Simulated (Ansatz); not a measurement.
The end point of a relaxation of CdS. Method: r2SCAN (plane waves to 500 eV, PAW, scalar-relativistic; Ansatz, a first-principles code).

```cif
data_CdS
_chemical_formula_sum 'Cd1 S1'
_space_group_name_H-M_alt 'P 1'
_space_group_IT_number 1
_cell_length_a 4.15625
_cell_length_b 4.15625
_cell_length_c 4.15625
_cell_angle_alpha 60.000
_cell_angle_beta 60.000
_cell_angle_gamma 60.000
loop_
_space_group_symop_operation_xyz
  'x, y, z'
loop_
_atom_site_label
_atom_site_type_symbol
_atom_site_fract_x
_atom_site_fract_y
_atom_site_fract_z
_atom_site_occupancy
Cd1 Cd 0.75000 0.75000 0.75000 1
S1 S 0.00000 0.00000 0.00000 1
```

Determine the symmetry and give the standard cell with its independent sites.

Space group F-43m (No. 216); a = 5.878 Å, b = 5.878 Å, c = 5.878 Å, α = 90.00°, β = 90.00°, γ = 90.00°

```csv
atom,site,symmetry,x,y,z
Cd,4c,-43m,0.2500,0.2500,0.2500
S,4a,-43m,0.0000,0.0000,0.0000
```

This is the zinc blende type.

Give the shortest distances between elements (the closest pairs, up to four, under 3.6 Å).

Cd–S 2.55 Å.

| Property | Value |
|---|---|
| Volume per atom | 25.38 Å³ |
| Band gap | 1.54 eV, direct at Γ (no spin-orbit coupling) |

No spin polarisation in the result.

Measured for CdS: a 5.832 Å (room temperature; as listed in arXiv:1206.3780); gap 2.48 eV (0 K or low temperature; as listed in arXiv:1206.3780). Computed minus measured — a: r2SCAN +0.8 %; gap: r2SCAN -0.94 eV. The computed values are for a static lattice, and a measured gap can be an optical one, lowered by exciton binding.

The run could not lose the symmetry of its start.
